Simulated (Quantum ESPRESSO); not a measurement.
Kohn-Sham bands of CsH (CsCl type)

```xyz
2
Lattice="3.8184 0.0000 0.0000 0.0000 3.8184 0.0000 0.0000 0.0000 3.8184" Properties=species:S:1:pos:R:3 pbc="T T T"
Cs     0.0000     0.0000     0.0000
H      1.9092     1.9092     1.9092
```

Materials Project entry mp-632319; symmetrised, unrelaxed at this level. Not found in the COD (Crystallography Open Database) copy used, which has the formula in other groups; not checked further. Level: PBEsol, no spin polarisation, no spin-orbit coupling; pw.x of Quantum ESPRESSO at 58 Ry with PseudoDojo potentials, 8×8×8 k-points, Wannier90. Density: 8×8×8 mesh, cold smearing 0.01 Ry. Spin-orbit coupling is left out although heavy elements are present.

Energies are relative to the valence-band maximum; weights are on the orthonormalised atomic waves of the pseudopotential files, averaged over the group. 10 electrons a cell are treated as valence.

| bands | from (eV) | to (eV) | filling | weight on atomic waves |
|---|---|---|---|---|
| 1 | -21.84 | -21.39 | filled | ? |
| 2–4 | -9.43 | -7.59 | filled | ? |
| 5 | -2.05 | 0.00 | filled | ? |

Q: Which atomic shells make up each group?

A: 
- 1, weight on atomic waves: Cs 5s 95 %, Cs 6s 5 %
- 2–4, weight on atomic waves: Cs 5p 98 %
- 5, weight on atomic waves: H 1s 77 %, Cs 6s 13 %

The Kohn-Sham gap over both meshes and the path is 2.45 eV.
